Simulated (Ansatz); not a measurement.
AlNi:
```
AlNi
1.0
    0.00000     2.39959     2.39959
    2.39959     0.00000     2.39959
    2.39959     2.39959     0.00000
Ni Al
1 1
Direct
  0.00000   0.00000   0.00000
  0.50000   0.50000   0.50000
```

Relaxed with PBEsol. Special points in fractions of this cell's reciprocal vectors: Γ (0.000, 0.000, 0.000); X (0.500, 0.000, 0.500); U (0.625, 0.250, 0.625); K (0.375, 0.375, 0.750); L (0.500, 0.500, 0.500); W (0.500, 0.250, 0.750).

List the band energies nearest the Fermi level at these points for PBEsol in the plane-wave PAW code Ansatz.

In eV from the Fermi level; about four levels below and three above (degenerate sets whole), none deeper than 8.9 eV; … stands for higher levels left out; points with the same levels are listed once.

| k | below | above |
|---|---|---|
| Γ | -2.11 -2.11 -2.11 -2.05 -2.05 | 6.92 6.92 6.92 |
| X | -1.74 -1.24 -1.24 -0.24 | 1.75 1.75 5.80 |
| U | -2.10 -1.34 -1.01 -0.62 | 0.15 3.02 6.55 |
| L | -2.55 -2.55 -1.41 -1.41 -0.76 | 6.72 6.72 … |
| W | -1.24 -0.64 -0.22 -0.22 | 0.86 … |

Space group Fm-3m (rock salt). The start of the workflow was typed in or built on a structure type; neither database checked (COD, Materials Project) lists it. It is not the phase usual at ambient conditions (space group No. 221). The PBEsol relaxation kept the symmetry of its start. At this level the phase is mechanically unstable. The workflow began spin-polarised and lost its moments.

Potentials: the earlier of the program's two PAW sets. The files were generated under PBE; for other functionals the program regenerates the frozen cores, and for LDA and PBEsol the local potential too.
